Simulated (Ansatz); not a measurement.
EuTe₂, relaxed from a CdCl2-type start to space group Fm-3m (read at 0.02 Å)

Level of theory: DFT, PBE, scalar-relativistic, collinear spin; plane waves to 420 eV with PAW datasets (Ansatz 0.2.0), 8×8×8 k-mesh, Gaussian smearing of 0.05 eV; PAW files: Ansatz's generated set soft_2.

```cif
data_structure
_symmetry_space_group_name_H-M 'P 1'
_symmetry_Int_Tables_number 1
_cell_length_a 5.3556
_cell_length_b 5.3556
_cell_length_c 5.3556
_cell_angle_alpha 59.909
_cell_angle_beta 59.909
_cell_angle_gamma 59.909
_cell_volume 108.39
loop_
_atom_site_label
_atom_site_type_symbol
_atom_site_fract_x
_atom_site_fract_y
_atom_site_fract_z
_atom_site_occupancy
Eu1 Eu 0.00000 0.00000 0.00000 1
Te1 Te 0.24983 0.24983 0.24983 1
Te2 Te 0.75017 0.75017 0.75017 1
```

The start was a prototype's sites filled with these elements, not a measured cell.

The geometry is fixed. Moments are started on Eu in several ways. q is the propagation vector of an order in a doubled cell, in units of this cell's reciprocal vectors; doubled cells take an equivalent mesh or are counted from a ferromagnetic run in the same cell, unless said otherwise. Energies count from the first row, the state in which the cell was relaxed.

The starts:
- ferromagnetic
- no spin polarisation
- antiparallel, q = (0, 0, 1/2)
- antiparallel, q = (0, 1/2, 1/2)
- antiparallel, q = (1/2, 1/2, 1/2)

Problem. Which start ends lowest?

Solution. Lowest, alike within 0.5 meV/atom: antiparallel, q = (0, 0, 1/2); antiparallel, q = (1/2, 1/2, 1/2).

```
                            start  largest typed moment (μB)  ΔE (meV/atom)  gap on the mesh (eV)  P (GPa)         final spin moments (μB)
                    ferromagnetic                      7.34*            0.0                 metal      0.0                         Eu 6.67
             no spin polarisation                       0.00         2247.2                 metal     -2.1                            none
    antiparallel, q = (0, 0, 1/2)                      6.00*           -5.8                 metal     -0.1  Eu 6.64, -6.64; Te -0.08, 0.08
  antiparallel, q = (0, 1/2, 1/2)                      6.00*           -4.1                 metal      0.0                  Eu 6.65, -6.65
antiparallel, q = (1/2, 1/2, 1/2)                      6.00*           -5.8                 metal     -0.1  Eu 6.64, -6.64; Te 0.08, -0.08
```

A star marks runs that didn't start from the typed moments alone: the program put its own moment for the open shell in their place.

The next distinct energy lies only 1.8 meV/atom above the lowest at one geometry; relaxing each state, or a finer mesh, could change the order.

The program marks the state without spin polarisation as possibly unstable.

The row without spin polarisation prices the pairing of the open shell's electrons, not a magnetic ordering energy.

Only orders that fit these small cells were tried, so the real crystal's order may be another.

Without a U the 4f levels of Eu lie too near the Fermi level, so their share of the states there, and what hangs on it, is overstated. No spin–orbit coupling, a notable omission for heavy elements. Site moments are of spin, integrated over atomic spheres.

A lower state of the open shells can't be excluded.
